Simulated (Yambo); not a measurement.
**Bethe-Salpeter results for AgNO₃**

```xyz
5
Lattice="2.5751 1.4867 2.7840 -2.5751 1.4867 2.7840 0.0000 -2.9735 2.7840" Properties=species:S:1:pos:R:3 pbc="T T T"
N      0.0000     0.0000     4.8065
O      0.0000    -1.2644     4.8267
O      1.0950     0.6322     4.8267
O     -1.0950     0.6322     4.8267
Ag     0.0000     0.0000     8.2864
```

Cell and atoms were relaxed with PBE+D3(BJ) from Materials Project entry mp-8196, within its symmetry.

BSE in Yambo on norm-conserving PBEsol (Quantum ESPRESSO, 84 Ry, scalar-relativistic) bands: 6×6×6 mesh, 10 valence and 3 conduction bands, static screening with 44 bands and a 3 Ry block, scissor 2.48 eV, Tamm-Dancoff; field along x.

```csv
state,energy (eV),states within 2 meV,relative strength,class,main transitions
1,2.56,1,< 0.01,dark,VB → CB (80 %)
2,3.78,2,0.01,weak,several band pairs
3,3.97,2,1.00,strong,several band pairs
4,4.02,1,< 0.01,weak,VB → CB (96 %)
5,4.10,1,< 0.01,dark,VB → CB (96 %)
6,4.11,2,< 0.01,weak,several band pairs
```

These are vertical excitations (zero momentum); the indirect quasiparticle gap, about 4.13 eV, is smaller than the direct one (4.62 eV on the GW mesh). The direct quasiparticle gap on this mesh is 4.62 eV; counted from there, state 1 is bound by 2.05 eV. Convergence with the mesh was not shown.

Spin singlets only. Strengths are relative to the strongest of the lowest states of this run; strong means a line over 3 % of the spectrum's maximum, dark under 0.03 %. Absolute energies carry the error of the G0W0 scissor, whose convergence isn't established; the long-wavelength screening was taken along (1,1,1) although the crystal is anisotropic.

Spin-orbit splittings are left out.
